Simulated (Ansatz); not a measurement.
Data:

InRh (CsCl type, Pm-3m), a = b = c = 3.204 Å, α = β = γ = 90.00°.

This is the r²SCAN-relaxed structure.

**Question.** All from the program Ansatz at the r²SCAN level (PAW), unless another level is named. Estimate the formation energy from the elements (no fitted shifts).

**Answer.** -0.52 eV/atom.

**Question.** Predict the density of states at the Fermi level.

**Answer.** 0.63 states/eV per atom (mean over ±0.08 eV).

The workflow started from a Materials Project entry (that database holds measured and hypothetical structures alike); the Crystallography Open Database files this formula in space group No. 221, but the cells were not matched. Whether it is the stable phase at ambient conditions was not checked. The r²SCAN relaxation kept the symmetry of its start; its stability against distortions is not shown here. The run is not spin-polarised. The references are the lowest solids computed at this level, not always the standard phases. Spin–orbit coupling is left out wherever it is not named.

Potentials: the later of the program's two PAW sets.
